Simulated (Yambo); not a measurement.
Rb2NiF6 (space group Fm-3m, No. 225), G0W0@PBEsol in Yambo with this input:

```
rim_cut
gw0
dyson
el_el_corr
HF_and_locXC
ppa
em1d
RandQpts= 1000000
RandGvec= 1 Ry
EXXRLvcs= 98 Ry
VXCRLvcs= 392 Ry
Chimod= "HARTREE"
% BndsRnXp
 5 | 222 |
%
NGsBlkXp= 7 Ry
% LongDrXp
 1.0 | 1.0 | 1.0 |
%
PPAPntXp= 27.2114 eV
% GbndRnge
 1 | 222 |
%
GTermKind= "BG"
DysSolver= "n"
ExtendOut
```

On a 2×2×2 mesh, with wavefunctions cut at 98 Ry, the gap (X → X) is 5.384 eV and the valence edge shifts by -1.576 eV.

**Question.** What happens with this change: pole fitted at 10 eV?

**Answer.** The gap falls by 0.264 eV, to 5.120 eV; the shift of the valence edge becomes -1.451 eV. Neither run is shown to be the converged limit.

Geometry of the Materials Project entry, not relaxed at this level; primitive cell a = b = c = 5.9108 Å, α = β = γ = 60.00°.

The runs are not spin-polarised; magnetic order was not tried.

A shift is the quasiparticle energy of the state minus its PBEsol energy.
